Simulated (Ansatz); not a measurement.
Relaxed-ion elastic tensor of ZnSnN₂ in space group Pna2_1 (No. 33; Zn on 4a, Sn on 4a, N on 4a, N on 4a) in GPa (Voigt order), PBEsol (plane waves, PAW; program Ansatz); density 6.58 g/cm³, 13.38 Å³ per atom.

```
 250   110  88.6   0.0   0.0   0.0
 110   239  86.6   0.0   0.0   0.0
88.6  86.6   269   0.0   0.0   0.0
 0.0   0.0   0.0  58.6   0.0   0.0
 0.0   0.0   0.0   0.0  56.1   0.0
 0.0   0.0   0.0   0.0   0.0  66.5
```

**Question.** Is the crystal mechanically stable?

**Answer.** Yes: the smallest eigenvalue of C is 56.1 GPa.

**Question.** Work out the Voigt, Reuss and Hill averages.

**Answer.** K_V = 148, K_R = 148, K_H = 148; G_V = 67.8, G_R = 65.9, G_H = 66.8 GPa.

**Question.** Give Young's modulus, Poisson's ratio, Pugh's ratio and the universal anisotropy index.

**Answer.** E = 9KG/(3K + G) = 174 GPa; ν = 0.30; K/G = 2.21 (ductile by the Pugh limit of 1.75); A_U = 5G_V/G_R + K_V/K_R − 6 = 0.14.

**Question.** Estimate the sound speeds and the Debye temperature.

**Answer.** v_l = √((K + 4G/3)/ρ) = 6000 m/s, v_t = √(G/ρ) = 3190 m/s, mean 3560 m/s; Θ = (h/k)(3n/4πV)^(1/3) v_m = 447 K.

**Question.** Solve the Christoffel equation for the three sound speeds along x, y, z.

**Answer.** Eigenvalues of C_ijkl n_j n_l equal ρv². In km/s, slowest first: x 2.92, 3.18, 6.17; y 2.98, 3.18, 6.02; z 2.92, 2.98, 6.40.

**Question.** How much does each axis shrink under pressure?

**Answer.** Linear compressibilities β_i = Σ_j S_ij (j = 1 to 3): x 2.2, y 2.4, z 2.2 per TPa.

The cell was relaxed with PBEsol under the symmetry of its start. Scalar-relativistic: spin–orbit coupling is off unless named, which matters more the heavier the elements.

Potentials: the later of the program's two PAW sets.
